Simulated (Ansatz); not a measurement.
VN (rock salt, space group No. 225) at seven volumes, DFT-PBE in the program Ansatz with PAW potentials, scaled uniformly. One row is withheld.

```csv
V (Å³/atom),P (GPa)
7.935,36.38
8.197,22.26
8.458,10.24
8.720,0.00
8.981,?
9.243,-16.14
9.505,-22.47
```

**Question.** Fit the shown pressures and predict the withheld one.

**Answer.** P = (3/2)B₀(x^(7/2) − x^(5/2))[1 + (3/4)(B′ − 4)(x − 1)] with x = (V₀/V)^(2/3). Least squares on the six rows gives V₀ = 8.720 Å³/atom, B₀ = 314 GPa, B′ = 4.33. At V = 8.981, x = 0.9805 and P = -8.69 GPa. The run itself gave -8.72 GPa.

Space group Fm-3m (rock salt). The cell was relaxed with PBE under the symmetry of its start. The workflow began spin-polarised and lost its moments.

Potentials: the later of the program's two PAW sets.
